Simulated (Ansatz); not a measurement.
La (dhcp (α-La type)), relaxed with LDA (Ansatz, a quantum-chemistry and plane-wave program, plane waves, PAW): a = b = 3.5844 Å, c = 11.5609 Å, α = β = 90.00°, γ = 120.00°.

Problem. The same phase is relaxed and computed with PBE+D3(BJ) in the same code. What is the cell now?

Solution. a = 3.662 Å, b = 3.662 Å, c = 11.796 Å, α = 90.00°, β = 90.00°, γ = 120.00°.

All cells were relaxed under the symmetry of their starts (and spin orders); stability against distortions was not tested throughout. Spin–orbit coupling is left out wherever it is not named.

Potentials: the earlier of the program's two PAW sets.

Ansatz is a plane-wave DFT program.
